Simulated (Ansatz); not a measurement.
Input:

BW:
```cif
data_B2W2
_chemical_formula_sum 'B2 W2'
_space_group_name_H-M_alt 'P 1'
_space_group_IT_number 1
_cell_length_a 4.50799
_cell_length_b 4.50799
_cell_length_c 3.08151
_cell_angle_alpha 90.000
_cell_angle_beta 90.000
_cell_angle_gamma 139.044
loop_
_space_group_symop_operation_xyz
  'x, y, z'
loop_
_atom_site_label
_atom_site_type_symbol
_atom_site_fract_x
_atom_site_fract_y
_atom_site_fract_z
_atom_site_occupancy
B1 B 0.56131 0.43869 0.75000 1
B2 B 0.43869 0.56131 0.25000 1
W1 W 0.85524 0.14476 0.75000 1
W2 W 0.14476 0.85524 0.25000 1
```

This is the PBEsol-relaxed structure.

**Question.** All from DFT-PBEsol in the program Ansatz with PAW potentials, unless another level is named. Estimate the highest zone-centre frequency.

**Answer.** 674 cm^-1.

**Question.** Next, the bulk modulus (Birch–Murnaghan fit)?

**Answer.** 358 GPa.

Space group Cmcm. The first step of the workflow began from a Materials Project structure, measured or hypothetical; the Crystallography Open Database copy checked does not list it. COD files the formula under space group No. 141. Its standing as an ambient phase is unchecked. The PBEsol relaxation kept the symmetry of its start; its stability against distortions is not shown here. The run is not spin-polarised. As this level gives no gap, phonon frequencies hold no LO–TO term and depend on the k-mesh and smearing (Fermi–Dirac, 0.1 eV here). Spin–orbit coupling is left out wherever it is not named.

Potentials: the later of the program's two PAW sets.
